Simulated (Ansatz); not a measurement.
# SrRu₂As₂: pressure against volume

SrRu₂As₂, I4/mmm, a = 4.167 Å, c = 11.446 Å. The structure is a Materials Project entry; whether it is the stable form wasn't checked. Ansatz: r2SCAN, PAW, 500 eV, Γ-centred 12×12×12 mesh on 5 atoms, Gaussian smearing 0.10 eV; no spin polarisation. Shape and atoms are relaxed at each volume; pressure is positive in compression.

| V (Å³/atom) | P (GPa) |
| --- | --- |
| 17.487 | 11.60 |
| 18.083 | 7.43 |
| 18.679 | 4.58 |
| 19.275 | ? |
| 19.871 | 0.00 |
| 20.468 | -2.14 |
| 21.064 | -3.97 |
| 21.859 | -6.05 |

Take V0 = 19.871 Å³/atom, fit the third-order Birch–Murnaghan form to the other rows, and predict the missing pressure.

With the Eulerian strain f = ½[(V0/V)^(2/3) − 1] and y = P/[3f(1 + 2f)^(5/2)], the form is the line y = B0 + 1.5 B0 (B0′ − 4) f. Rows (f, y): 0.04447, 70.3; 0.03244, 65.2; 0.02105, 65.4; -0.00977, 76.7; -0.01906, 76.5; -0.03079, 76.8. Means f = 0.006390, y = 71.817; Σ(Δf)² = 0.004635, ΣΔfΔy = -0.7076; the slope is their ratio. y = 72.79 − 152.7 f GPa, so B0 = 72.8 GPa and B0′ = 4 + 2 × (-152.7)/(3 × 72.79) = 2.60. At V = 19.275, f = 0.01025, y = 71.22 and P = 2.30 GPa. The run gave 2.37 GPa, so the fit is 0.07 GPa too low, within the rms miss on the fitted rows (0.34 GPa).